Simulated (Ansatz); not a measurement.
Level: r2SCAN, no spin polarisation; 500 eV; 5×5×4 Γ-centred mesh; fermi-dirac occupations (width 0.1 eV); Ansatz 0.2.0, fixed geometry.

Computed maps in the lattice plane spanned by a (left to right, 5.69 Å, 17 points from zero) and b (bottom to top, 6.43 Å, 19 points from zero), 116° apart, at height 0.750 along c. The fields are smooth PAW ones with compensation charges, not the true ones near nuclei.

Valence density. Digits on a logarithmic scale: 0 up to 0.03 e/Å³, each further digit a factor of 1.6, 9 from 1.3 e/Å³ up:
```
47999854443210001
47998667764210002
35665789985210001
23346999995211101
01259999985333210
00379999964554210
01479999756665210
12468886456764200
34555543356654212
56654212345555433
67642101246788755
66531001369999855
54310002599999855
32100114799899643
11012335899997421
01245665799974200
02579976677642000
24899985444321000
36999974322110001
```

ELF. Ten even steps from '0' (0.01) to '9' (0.88):
```
38978820110000000
38998117872000000
25740499995000000
02105986995000000
00049801891022000
00189616940464200
00179899704775200
00027996037873000
22101330157520000
57620000131013301
78740000002799702
77630000059989812
65300000698139802
21000001893059601
00001201896799100
00036630699993000
00589971278610000
04897882011000000
17965981000000000
```

Problem. The cell is Sr2MnF5. Which atoms lie within 0.2 Å of this plane, and where (fractions of a and b)?

Solution. F at (0.21, 0.00), Sr at (0.65, 0.28), Sr at (0.37, 0.72). The whole cell:
```yaml
crystal:
  lattice:
    - [0.00000, 5.69235, 0.00000]
    - [5.76138, -2.84618, 0.00000]
    - [3.21875, 0.00000, -7.89123]
  atoms:
    - { symbol: F, position: [0.20980, 0.00000, 0.75000] }
    - { symbol: F, position: [0.79020, 0.00000, 0.25000] }
    - { symbol: F, position: [0.02560, 0.35440, 0.85440] }
    - { symbol: F, position: [0.67120, 0.64560, 0.64560] }
    - { symbol: F, position: [0.97440, 0.64560, 0.14560] }
    - { symbol: F, position: [0.32880, 0.35440, 0.35440] }
    - { symbol: Sr, position: [0.64770, 0.27700, 0.75070] }
    - { symbol: Sr, position: [0.37070, 0.72300, 0.74930] }
    - { symbol: Sr, position: [0.35230, 0.72300, 0.24930] }
    - { symbol: Sr, position: [0.62930, 0.27700, 0.25070] }
    - { symbol: Mn, position: [0.00000, 0.00000, 0.00000] }
    - { symbol: Mn, position: [0.00000, 0.00000, 0.50000] }
    - { symbol: F, position: [0.39410, 0.17320, 0.04420] }
    - { symbol: F, position: [0.22090, 0.82680, 0.45580] }
    - { symbol: F, position: [0.60590, 0.82680, 0.95580] }
    - { symbol: F, position: [0.77910, 0.17320, 0.54420] }
```

Origin: a known structure type with other elements, at an estimated volume, so it need not be a known compound. Caveats: no spin polarisation, so a magnetic state may lie lower.
